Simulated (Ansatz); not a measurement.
Problem. YNbN₃ (cubic perovskite, space group No. 221) is relaxed with r²SCAN (plane waves, PAW; program Ansatz). What lattice parameters of the conventional cell result?

Solution. a = 4.033 Å.

These are the values of the symmetrised cell.

Problem. Is it a metal or does it have a gap at this level?

Solution. No gap at this level.

Space group Pm-3m (cubic perovskite). The start of the workflow was typed in or built on a structure type; neither database checked (COD, Materials Project) lists it. Its standing as an ambient phase is unchecked. The r²SCAN relaxation kept the symmetry of its start; whether a distortion lowers the energy is not shown. The workflow began spin-polarised and lost its moments. Other orbital occupations within this spin state were not tried. Spin–orbit coupling is left out wherever it is not named.

Potentials: the earlier of the program's two PAW sets.
